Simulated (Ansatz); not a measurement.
TaAgO3 in space group R-3c (No. 167; Ta on 6b, O on 18e, Ag on 6a), plane-wave PAW LDA (Ansatz code). The conduction-band minimum lies at F, with 3 equivalent valleys. Second derivatives d²E/dk² of the lowest band at one valley (eV·Å²), along Cartesian directions:

```
direction  d²E/dk²
---------  -------
[100]        12.93
[010]        18.42
[001]        19.01
[110]        10.91
[101]        26.16
[011]        24.60
```

### Question
Find the principal effective masses, the density-of-states mass and the conductivity mass.

### Answer
Off-diagonal terms follow from H_xy = H[110] − (H_xx + H_yy)/2, and m*/mₑ = 7.620 eV·Å² over each eigenvalue: 0.28, 0.36, 3.8. One valley's DOS mass (m₁m₂m₃)^(1/3) = 0.72, conductivity mass 3/(Σ 1/mᵢ) = 0.45 mₑ.

### Question
What effective density of states Nc follows at 300 K for parabolic valleys?

### Answer
Nc = 2.509e19 × 3 × (0.72)^(3/2) ≈ 4.6e19 cm⁻³.

### Question
With the computed static dielectric constant 274 (mean of the diagonal), estimate a hydrogenic donor's binding energy and radius.

### Answer
E = 13.606 eV × 0.45/274² ≈ 0.082 meV; a = 0.529 Å × ε/m* ≈ 320 Å. Semilocal masses tend to be too small where the gap is.

The workflow started from an entry of the Crystallography Open Database (COD); the relaxed space group is not among those it files for this formula. COD files the formula under space group No. 161, so this cell is another polymorph or a model. Its standing as an ambient phase is unchecked. The cell was relaxed with LDA under the symmetry of its start; phonons on a q-mesh show no instability. No spin polarisation was allowed. Point labels and valley counts follow the cell and symmetry of the run, lower than the named group. Scalar-relativistic: spin–orbit coupling is off unless named, which matters more the heavier the elements.

Potentials: the later of the program's two PAW sets.
